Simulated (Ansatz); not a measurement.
TaSiAs (space group P4/nmm)

```yaml
crystal:
  lattice:
    - [3.50170, 0.00000, 0.00000]
    - [0.00000, 3.50170, 0.00000]
    - [0.00000, 0.00000, 7.87156]
  atoms:
    - { symbol: Ta, position: [0.50000, 0.00000, 0.25454] }
    - { symbol: Ta, position: [0.00000, 0.50000, 0.74546] }
    - { symbol: Si, position: [0.00000, 0.00000, 0.00000] }
    - { symbol: Si, position: [0.50000, 0.50000, 0.00000] }
    - { symbol: As, position: [0.50000, 0.00000, 0.61280] }
    - { symbol: As, position: [0.00000, 0.50000, 0.38720] }
```

The slice is a (010) plane (indices of the conventional cell) through the point (0.000, 0.500, 0.387) (fractional), spanned by u = [100] and v = [001] in vectors of this cell: u (3.50 Å) and v (7.87 Å, at 90° to u). It covers one period; positions are fractions (u, v).

Calculation: r2SCAN (plane waves to 500 eV, PAW, scalar-relativistic; Ansatz, a program for electronic structure). k mesh 13×13×6. Near the nuclei the fields are pseudised (PAW); where an atom keeps semicore shells as valence, they peak there. Spin-orbit coupling is left out, though Ta is heavy. TaSiAs is run without spin polarisation. TaSiAs was relaxed with its symmetry unable to fall.

Three fields on this plane, each scaled to ten steps between its own extremes (0 low, 9 high; the total valence density on a logarithmic scale, the potential cut 8 eV below its top; x marks points blanked near nuclei; v = 0 in the bottom row):

Map A
```
|xxxx85358xxx|
|xxx8853588xx|
|xx786434687x|
|556544444565|
|222345554322|
|001357875310|
|001479997410|
|0025xxxxx520|
|0135xxxxx531|
|124xxxxxxx42|
|236xxxxxxx63|
|347xxxxxxx74|
|2369xxxxx963|
|11379xxx9731|
|xx337999733x|
|xxx2367632xx|
|xxxx13531xxx|
|xxxx02320xxx|
|xxxx02320xxx|
|xxx2123212xx|
|xx211222112x|
|111111111111|
|664210001246|
|997410001479|
|xx862000268x|
|xxx6400046xx|
|xxxx62026xxx|
|xxxx74247xxx|
```

Map B
```
|xxxx48884xxx|
|xxx0688860xx|
|xx047888740x|
|236788888763|
|888988888988|
|999987778999|
|999752125799|
|9974xxxxx479|
|8850xxxxx058|
|873xxxxxxx37|
|873xxxxxxx37|
|774xxxxxxx47|
|4540xxxxx045|
|00120xxx0210|
|xx003444300x|
|xxx0267620xx|
|xxxx06860xxx|
|xxxx06860xxx|
|xxxx06860xxx|
|xxx0278720xx|
|xx005898500x|
|002579997520|
|446799999764|
|135799999753|
|xx058999850x|
|xxx0699960xx|
|xxxx48984xxx|
|xxxx38983xxx|
```

Map C
```
|xxxx75457xxx|
|xxx8654568xx|
|xx875444578x|
|665544444556|
|333344544333|
|012345654321|
|002457775420|
|0135xxxxx531|
|1246xxxxx642|
|335xxxxxxx53|
|456xxxxxxx65|
|557xxxxxxx75|
|5678xxxxx876|
|77788xxx8877|
|xx987777789x|
|xxx9655569xx|
|xxxx64446xxx|
|xxxx64446xxx|
|xxxx64446xxx|
|xxx8544458xx|
|xx864434468x|
|775433333457|
|765422122456|
|886421012468|
|xx863101368x|
|xxx7420247xx|
|xxxx63236xxx|
|xxxx74347xxx|
```

**Question.** Assign the maps to these fields: electron localisation function (ELF); valence electron density; electrostatic potential energy of an electron, from the cell's mean.

**Answer.** A is the electron localisation function (ELF); B is the electrostatic potential energy of an electron, from the cell's mean; C is the valence electron density.
